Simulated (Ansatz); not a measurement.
La₂O₃:
```yaml
crystal:
  lattice:
    - [3.93521, 0.00000, 0.00000]
    - [-1.96760, 3.40799, 0.00000]
    - [0.00000, 0.00000, 6.12641]
  atoms:
    - { symbol: La, position: [0.33333, 0.66667, 0.24613] }
    - { symbol: La, position: [0.66667, 0.33333, 0.75387] }
    - { symbol: O, position: [0.00000, 0.00000, 0.00000] }
    - { symbol: O, position: [0.33333, 0.66667, 0.64612] }
    - { symbol: O, position: [0.66667, 0.33333, 0.35388] }
```

x, y and z are the axes in which the lattice vectors are written.

Task: Give the high-frequency dielectric tensor and the Born effective charge tensors of the independent atoms from DFPT, plane-wave PAW r²SCAN (Ansatz code).

Result: 
ε∞:
```
4.49  0.00  0.00
0.00  4.49  0.00
0.00  0.00  4.37
```
Z* of atom 1 (La), rows: field, columns: displacement, in e:
```
4.21  0.00  0.00
0.00  4.21  0.00
0.00  0.00  3.81
```
Z* of atom 3 (O), rows: field, columns: displacement, in e:
```
-2.69   0.00   0.00
 0.00  -2.69   0.00
 0.00   0.00  -2.57
```
Z* of atom 4 (O), rows: field, columns: displacement, in e:
```
-2.86   0.00   0.00
 0.00  -2.86   0.00
 0.00   0.00  -2.53
```

Static charges for comparison (Bader): La1 +2.09, O3 -1.44, O4 -1.37 e. Born charges measure polarisation by displacement and can exceed these by far.

Space group P-3m1 (La2O3 or Ni2Al3 type). The r²SCAN relaxation kept the symmetry of its start; phonons on a q-mesh show no instability. Spin–orbit coupling is left out wherever it is not named.

Potentials: the later of the program's two PAW sets.
